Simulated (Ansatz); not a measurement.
PbF₂:
```xyz
3
Lattice="0.0000 2.9608 2.9608 2.9608 0.0000 2.9608 2.9608 2.9608 0.0000" Properties=species:S:1:pos:R:3 pbc="T T T"
Pb     0.0000     0.0000     0.0000
F      1.4804     1.4804     1.4804
F      4.4411     4.4411     4.4411
```

Relaxed with r²SCAN. Special points in fractions of this cell's reciprocal vectors: Γ (0.000, 0.000, 0.000); X (0.500, 0.000, 0.500); U (0.625, 0.250, 0.625); K (0.375, 0.375, 0.750); L (0.500, 0.500, 0.500); W (0.500, 0.250, 0.750).

Problem. List the band energies nearest the valence-band maximum at these points for r²SCAN with spin–orbit coupling in the plane-wave PAW code Ansatz.

Solution. In eV from the valence-band maximum; about four levels below and three above (degenerate sets whole), none deeper than 8.9 eV; points with the same levels are listed once.

```csv
k,below,above
Γ,-2.16 -2.16 -2.16 -2.16,5.50 5.50 7.97 7.97 7.97 7.97
X,-1.76 -1.76 -0.14 -0.14,4.52 4.52 7.82 7.82
U,-1.80 -1.80 -0.04 -0.04,5.22 5.22 7.11 7.11
L,-2.37 -2.37 -0.07 -0.07,4.99 4.99 7.42 7.42
W,-1.73 -1.73 0.00 0.00,5.48 5.48 7.08 7.08
```

Space group Fm-3m (fluorite). The r²SCAN relaxation kept the symmetry of its start; phonons on a q-mesh show no instability.

Potentials: the later of the program's two PAW sets.
